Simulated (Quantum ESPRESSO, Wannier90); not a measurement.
**HgI₂ (Cmc2₁), plane waves to Wannier functions**

```
begin unit_cell_cart
ang
    2.4829550000   -3.7267050000    0.0000000000
    2.4829550000    3.7267050000    0.0000000000
    0.0000000000    0.0000000000   13.9966600000
end unit_cell_cart
begin atoms_frac
Hg   0.3434900000 -0.3434900000 -0.0012500000
Hg  -0.3434900000  0.3434900000  0.4987500000
I    0.3973500000 -0.3973500000  0.3689000000
I   -0.3973500000  0.3973500000 -0.1311000000
I   -0.0849700000  0.0849700000 -0.3709400000
I    0.0849700000 -0.0849700000  0.1290600000
end atoms_frac
```

Materials Project entry mp-23173; symmetrised, unrelaxed at this level. COD (Crystallography Open Database) has the formula in 4 space groups, this one among them (matched by group alone). Method: PBEsol plane waves in Quantum ESPRESSO 7.5 (PseudoDojo norm-conserving files, 56 Ry, no spin polarisation, no spin-orbit coupling), Bloch states on a 6×6×4 mesh through Γ, Wannier90 4.0.1. Density: 8×8×4 mesh, cold smearing 0.01 Ry. Spin-orbit coupling is left out although heavy elements are present.

Bands 13-14 form an isolated set from -6.33 to -6.11 eV relative to the valence-band maximum (on the path) and are turned into 2 Wannier functions by minimising the spread from the start: SCDM (isolated).

Centres (Cartesian, Å; one of the equivalent choices) and spreads:

```
n      x       y       z  spread (Å²)  nearest atom
-  -----  ------  ------  -----------  ------------
1  0.000   2.566  -7.020        3.056           Hg2
2  0.000  -2.566  -0.022        3.056           Hg1
```

Ω_I = 6.11 Å², Ω_total = 6.11 Å²; the interpolated bands follow pw.x to 0.2 meV rms on the path. Only this start was tried; a symmetric start can stop on a saddle, and mixtures of these functions could lower the total by at most Ω_total − Ω_I.
